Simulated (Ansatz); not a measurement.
Input deck for Ansatz 0.2.0, then the block of the output on the nuclei.

The cell is a computed structure from the Materials Project (it need not be an observed phase).

```yaml
crystal:
  lattice:
    - [7.564825, 0.0, 0.0]
    - [0.0, 6.375048, 0.0]
    - [0.0, 0.0, 7.579213]
  atoms:
    - { symbol: Li, position: [0.0, 0.0, 0.0] }
    - { symbol: Li, position: [0.5, 0.5, 0.5] }
    - { symbol: Li, position: [0.0, 0.5, 0.0] }
    - { symbol: Li, position: [0.5, 0.0, 0.5] }
    - { symbol: Zn, position: [0.141894, 0.25, 0.294472] }
    - { symbol: Zn, position: [0.641894, 0.25, 0.205528] }
    - { symbol: Zn, position: [0.858106, 0.75, 0.705528] }
    - { symbol: Zn, position: [0.358106, 0.75, 0.794472] }
    - { symbol: S, position: [0.368326, 0.25, 0.85851] }
    - { symbol: S, position: [0.868326, 0.25, 0.64149] }
    - { symbol: S, position: [0.631674, 0.75, 0.14149] }
    - { symbol: S, position: [0.131674, 0.75, 0.35851] }
    - { symbol: O, position: [0.131832, 0.563118, 0.238664] }
    - { symbol: O, position: [0.631832, 0.936882, 0.261336] }
    - { symbol: O, position: [0.868168, 0.063118, 0.761336] }
    - { symbol: O, position: [0.368168, 0.436882, 0.738664] }
    - { symbol: O, position: [0.868168, 0.436882, 0.761336] }
    - { symbol: O, position: [0.368168, 0.063118, 0.738664] }
    - { symbol: O, position: [0.131832, 0.936882, 0.238664] }
    - { symbol: O, position: [0.631832, 0.563118, 0.261336] }
    - { symbol: O, position: [0.206674, 0.25, 0.970377] }
    - { symbol: O, position: [0.706674, 0.25, 0.529623] }
    - { symbol: O, position: [0.793326, 0.75, 0.029623] }
    - { symbol: O, position: [0.293326, 0.75, 0.470377] }
    - { symbol: O, position: [0.030391, 0.25, 0.534142] }
    - { symbol: O, position: [0.530391, 0.25, 0.965858] }
    - { symbol: O, position: [0.969609, 0.75, 0.465858] }
    - { symbol: O, position: [0.469609, 0.75, 0.034142] }
    - { symbol: F, position: [0.400526, 0.25, 0.363821] }
    - { symbol: F, position: [0.900526, 0.25, 0.136179] }
    - { symbol: F, position: [0.599474, 0.75, 0.636179] }
    - { symbol: F, position: [0.099474, 0.75, 0.863821] }
kpoints:
  mp_grid: { grid: [3, 3, 3] }
scf:
  occupations: { method: fermi_dirac, width: 0.02 }
hamiltonian:
  xc: pbe
  pseudopotentials: { kind: paw }
output:
  forces: true
  stress: true
  populations: true
  efg:
    quadrupole_moments_barn: { Li: -0.0401, Zn: 0.122, S: -0.0694, O: -0.02558 }
    contact_densities: true
```

```sh
ansatz run input.yaml --threads 1 --pin off --max-ram 2560MiB --backend cpu --events-out ev --progress --plain --runs-dir out
```

Of the output, the block on the nuclei alone is shown; the set-up, the SCF iterations, energies, forces and stress are cut. One atom of each set with nearly equal values is shown.

```
--- PAW observables at the nuclei: V_zz in 10²¹ V/m², potentials from the cell's mean, atoms counted from 1 ---
  atom   1  Li V_zz =    +0.079931   η = 0.6177   by run symmetry: allowed   C_q = -0.0775 MHz
            electrostatic potential = -168.165425 V   contact ρ = 94.357110 e/Å³
  atom   5  Zn V_zz =    +3.630468   η = 0.8954   by run symmetry: allowed   C_q = +10.7097 MHz
            electrostatic potential = -3940.408451 V   contact ρ = 166576.728208 e/Å³
  atom   9  S  V_zz =    -0.653911   η = 0.4820   by run symmetry: allowed   C_q = +1.0973 MHz
            electrostatic potential = -1624.158872 V   contact ρ = 19754.432025 e/Å³
  atom  13  O  V_zz =   +14.600142   η = 0.3058   by run symmetry: allowed   C_q = -9.0305 MHz
            electrostatic potential = -619.531579 V   contact ρ = 2156.966042 e/Å³
  atom  21  O  V_zz =   +13.976248   η = 0.0339   by run symmetry: allowed   C_q = -8.6446 MHz
            electrostatic potential = -619.766701 V   contact ρ = 2157.682431 e/Å³
  atom  25  O  V_zz =   +14.781234   η = 0.0709   by run symmetry: allowed   C_q = -9.1425 MHz
            electrostatic potential = -619.697636 V   contact ρ = 2156.805903 e/Å³
  atom  29  F  V_zz =    +7.324496   η = 0.2147   by run symmetry: allowed
            electrostatic potential = -736.544151 V   contact ρ = 3127.023042 e/Å³
```

The run took 53 s of wall time (53 s of CPU time) and 0.85 GiB at its peak, on 1 thread of Arm Neoverse V2 (aarch64; 8 cores open to the job, memory cap 2.5 GiB, no GPU), a shared host with a load of 0.8 a core.

The largest force is 0.4 eV/Å, so the atoms aren't at the calculated equilibrium and relaxing them would move these values. With these PAW files V_zz is typically within 2 to 3 % of all-electron values, but misses above 10 % occur on Li.
